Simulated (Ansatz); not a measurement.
Crystals of one structure type (zinc blende), relaxed and computed with the program Ansatz at the LDA level (PAW).

```csv
crystal,a (Å),gap (eV),G_Hill (GPa),electron conductivity mass (mₑ),Θ_D (K),ε∞
BP,4.491,1.14,169,0.31,1080,9.18
BAs,___,___,___,___,___,___
AlAs,5.629,1.32,41.3,0.31,388,9.44
GaAs,5.603,0.49,46.0,0.028,342,14.0
```

Problem. Fill in the missing entries.

Solution. 
- BAs, a (Å): 4.732
- BAs, gap (eV): 1.10
- BAs, G_Hill (GPa): 134
- BAs, electron conductivity mass (mₑ): 0.29
- BAs, Θ_D (K): 691
- BAs, ε∞: 9.66

All cells were relaxed under the symmetry of their starts (and spin orders); stability against distortions was not tested throughout. Spin–orbit coupling is left out wherever it is not named.

Potentials: the later of the program's two PAW sets.
